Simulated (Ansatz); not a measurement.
La3AlN, one cell by several methods

```
CELL_PARAMETERS angstrom
5.09752 0.00000 0.00000
0.00000 5.09752 0.00000
0.00000 0.00000 5.09752
ATOMIC_POSITIONS crystal
La 0.50000 0.50000 0.00000
La 0.00000 0.50000 0.50000
La 0.50000 0.00000 0.50000
Al 0.00000 0.00000 0.00000
N 0.50000 0.50000 0.50000
```

Atoms are numbered in the order listed.

Conventional cell: a = 5.098 Å, b = 5.098 Å, c = 5.098 Å, α = 90.00°, β = 90.00°, γ = 90.00°. La (atom 1) is surrounded by 2 N at 2.55 Å. Al (atom 4) has 12 La at 3.60 Å as nearest neighbours. N (atom 5) is surrounded by 6 La at 2.55 Å.

Structure from Materials Project entry mp-4505 (possibly hypothetical), not relaxed further.

No spin–orbit coupling, which matters for the heavy atoms here.

Levels of theory: DFT, LDA, PAW with Ansatz's default frozen-core files, scalar-relativistic (Ansatz 0.2.0); DFT, LDA, all-electron LAPW, scalar-relativistic (Ansatz 0.2.0).

For PAW: a Γ-centred 6×6×6 k mesh, Fermi–Dirac smearing of 0.08 eV, cutoff 420 eV, no spin polarisation; the PAW files were made with PBE, and the program remakes their frozen cores for this functional. LAPW targets a basis error of 1 meV/atom. The Ansatz runs share mesh, smearing and spin set-up. Plane-wave (PAW) pressures include the program's estimate of the Pulay term.

Stress and pressure are positive in compression.

Levels count from the Fermi level.

PAW results:

```tsv
quantity	PAW
pressure (GPa)	-4.40
highest filled level at X (eV)	-0.419
lowest empty level at X (eV)	0.579
highest filled level at Γ (eV)	-0.810
lowest empty level at Γ (eV)	0.868
highest filled level at R (eV)	-4.127
lowest empty level at R (eV)	0.353
```

Problem. What does LAPW (all electrons) give for the same quantities?

Solution. 
| quantity | LAPW |
| --- | --- |
| pressure (GPa) | -4.37 |
| highest filled level at X (eV) | -0.420 |
| lowest empty level at X (eV) | 0.581 |
| highest filled level at Γ (eV) | -0.811 |
| lowest empty level at Γ (eV) | 0.873 |
| highest filled level at R (eV) | -4.127 |
| lowest empty level at R (eV) | 0.353 |
